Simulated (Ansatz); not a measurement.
**A trial form of ZnH2**

Level of theory: DFT PBE, scalar-relativistic, plane waves, PAW in Ansatz. Cutoff 420 eV, Gaussian smearing, Γ-centred meshes. Cell and atoms relax first on a coarse mesh and then on a finer one. In between, the cell is made exact in the group found at 0.06 Å. In metals the finer mesh still leaves noise of several meV/atom or more. The steps can't lower the symmetry of their start. No spin polarisation.

The guess for ZnH2 was made by a generator: random cell by space group and Wyckoff sites (Cmmm, No. 65). Lengths were set from tabulated atomic sizes, so they are only a guess.

```xyz
3
Lattice="2.0727 -2.4064 0.0000 2.0727 2.4064 0.0000 0.0000 0.0000 5.7345" Properties=species:S:1:pos:R:3 pbc="T T T"
Zn    2.0727    0.0000    0.0000
H     0.0000    0.0000    0.0000
H     2.0727    0.0000    2.8673
```

Formation energies are uncorrected and refer to the elements' standard structures at the same level (H₂ as a molecule).

**Question.** Describe the relaxed structure.

**Answer.** The symmetry goes from Cmmm (No. 65) to P4/mmm (No. 123). The volume per atom shrinks by 52.7 %, from 19.1 to 9.0 Å³. The shortest distance goes from 2.07 Å (Zn–H) to 1.68 Å (Zn–H). The energy falls by about 0.85 eV/atom (the start's value is from the coarse mesh). Conventional cell: a = 2.837 Å, c = 3.362 Å. Zn has 2 H at 1.68 Å and 4 H at 2.01 Å; around H on its first site lie 4 Zn at 2.01 Å; H on its second site is surrounded by 2 Zn at 1.68 Å.

```yaml
crystal:
  lattice:
    - [2.83735, 0.00000, 0.00000]
    - [0.00000, 2.83735, 0.00000]
    - [0.00000, 0.00000, 3.36232]
  atoms:
    - { symbol: Zn, position: [0.50000, 0.50000, 0.00000] }
    - { symbol: H, position: [0.00000, 0.00000, 0.00000] }
    - { symbol: H, position: [0.50000, 0.50000, 0.50000] }
```

**Question.** How does it come out in energy, and is it a metal?

**Answer.** The energy over the elements is +0.28 eV/atom and the gap on the 16×16×14 mesh of the 3-atom cell is 0 eV (a metal).

It can't be a ground state, since the elements alone are lower.

The last run used Gaussian smearing of 0.10 eV. With hydrogen, zero-point motion can shift formation energies by some tens of meV/atom. A structure relaxed within its symmetry needn't be a true minimum. In all, the 4 runs took 49 s on 1 thread of Intel(R) Xeon(R) Platinum 8375C CPU @ 2.90GHz (Ice Lake), on a shared host.
